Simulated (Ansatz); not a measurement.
## SiNi2 under strain: Quadrupolar parameters

The cell is an entry of the Crystallography Open Database (COD), relaxed with PBE at fixed cell and then changed (z stretched by 2 %, ions relaxed).

```cif
data_structure
_symmetry_space_group_name_H-M 'P 1'
_symmetry_Int_Tables_number 1
_cell_length_a 4.9900
_cell_length_b 3.7200
_cell_length_c 7.2012
_cell_angle_alpha 90.000
_cell_angle_beta 90.000
_cell_angle_gamma 90.000
_cell_volume 133.67
loop_
_atom_site_label
_atom_site_type_symbol
_atom_site_fract_x
_atom_site_fract_y
_atom_site_fract_z
_atom_site_occupancy
Si1 Si 0.28926 0.25000 0.38384 1
Si2 Si 0.21074 0.75000 0.88384 1
Si3 Si 0.78926 0.25000 0.11616 1
Si4 Si 0.71074 0.75000 0.61616 1
Ni5 Ni 0.95677 0.25000 0.79530 1
Ni6 Ni 0.54323 0.75000 0.29530 1
Ni7 Ni 0.45677 0.25000 0.70470 1
Ni8 Ni 0.04323 0.75000 0.20470 1
Ni9 Ni 0.32946 0.25000 0.05927 1
Ni10 Ni 0.17054 0.75000 0.55927 1
Ni11 Ni 0.82946 0.25000 0.44073 1
Ni12 Ni 0.67054 0.75000 0.94073 1
```

Sites (sets of like atoms) are named by element and the number of their first atom in this list.

Method: Kohn–Sham DFT in Ansatz, PBE, plane waves and PAW, scalar-relativistic, collinear spin, 420 eV cutoff, Γ-centred 9×12×6 k-points, Fermi–Dirac smearing 0.05 eV. Start moments as typed (μB): 1.5 on each Ni, none on the rest.

C_Q = eQV_zz/h, which is 24.18 MHz for Q = 1 b and V_zz = 10²¹ V/m²; η = (V_xx − V_yy)/V_zz.

⁶¹Ni: I = 3/2, Q = 162.0 mb. Q values from Pyykkö, Mol. Phys. 116, 1328 (2018).

Question: Give the quadrupolar parameters of the distinct sites.

Answer: 

```csv
site,atoms (order as listed),first shell,V_zz (10²¹ V/m²),η,C_Q (MHz)
Si,"1, 2, 3, 4",10 Ni at 2.33–2.73 Å,3.06,0.35,–
Ni5,"5, 6, 7, 8","5 Si at 2.34–2.58 Å, 8 Ni at 2.57–2.74 Å",-2.22,0.72,-8.71
Ni9,"9, 10, 11, 12","5 Si at 2.33–2.73 Å, 8 Ni at 2.57–2.74 Å",1.13,0.25,4.43
```

Si has no stable isotope with a ground-state quadrupole moment in the table, so no C_Q is given.

With no gap above 0.1 eV, as in a metal, the gradients converge slowly in k; expect changes of a tenth or more on a denser mesh. With these PAW files V_zz is typically within 2 to 3 % of all-electron values, but misses above 10 % occur on Ni. The start moments die out, and the run ends without spin.
